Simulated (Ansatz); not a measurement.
Cell and atoms are relaxed with the symmetry kept. Start:

```yaml
crystal:
  lattice:
    - [0.00000, 2.88054, 2.88054]
    - [2.88054, 0.00000, 2.88054]
    - [2.88054, 2.88054, 0.00000]
  atoms:
    - { symbol: Ge, position: [0.00000, 0.00000, 0.00000] }
    - { symbol: Ge, position: [0.25000, 0.25000, 0.25000] }
```

Computed with DFT PBEsol, scalar-relativistic, plane waves, PAW (Ansatz).

Settings: cutoff 420 eV, Γ-centred mesh 14×14×14 on the computed 2-atom cell, Gaussian smearing of 0.10 eV; no spin polarisation.

Task: What does it relax to?

Result: The volume decreases by 1.06 Å³/atom to 22.84 Å³/atom, and the energy falls by 9.2 meV/atom. Final structure:
```
Ge
1.0
     0.00000    2.83734    2.83734
     2.83734    0.00000    2.83734
     2.83734    2.83734    0.00000
Ge
2
Direct
  0.00000 0.00000 0.00000
  0.25000 0.25000 0.25000
```

Cost: 1 run of about 0.27 core-minutes, on Intel Xeon Platinum 8488C (Sapphire Rapids) (shared hosts).